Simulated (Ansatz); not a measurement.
Co3W (space group P6_3/mmc)

```xyz
8
Lattice="5.0456 0.0000 0.0000 -2.5228 4.3697 0.0000 0.0000 0.0000 4.0446" Properties=species:S:1:pos:R:3 pbc="T T T"
Co     2.5228     2.9564     1.0111
Co     0.0000     1.4133     3.0334
Co    -1.2989     3.6630     3.0334
Co     3.8217     0.7066     1.0111
Co     1.2239     0.7066     1.0111
Co     1.2989     3.6630     3.0334
W      0.0000     2.9131     1.0111
W      2.5228     1.4566     3.0334
```

This relaxed cell (volume V₀) is scaled evenly in all directions, its shape held. The atoms relax within the cell's symmetry.

Computed with PBEsol (plane waves to 420 eV, PAW, scalar-relativistic; Ansatz, a quantum-chemistry and plane-wave program). k mesh 11×11×12 (Γ-centred), Fermi-Dirac smearing 0.05 eV. Compression counts positive. The magnetic moment jumps within the scan, so the points may not all belong to one state, and nothing is fitted. Co3W was relaxed with its symmetry unable to fall. Relaxed Co3W ends ferromagnetic. Spin-orbit coupling is left out, though W is heavy. Other magnetic orders were not checked, so this need not be the ground state.

At one point of the scan the stress tensor (GPa) is:

```
   13.6      0.0      0.0
    0.0     13.6      0.0
    0.0      0.0     13.6
```

**Question.** Which point is it?
(A) V/V₀ = 0.960
(B) V/V₀ = 0.920
(C) V/V₀ = 0.840
(D) V/V₀ = 0.880

**Answer.** A, V/V₀ = 0.960

(A scan under strain: stresses follow from slopes of the energy per volume, elastic moduli from its curvatures.)
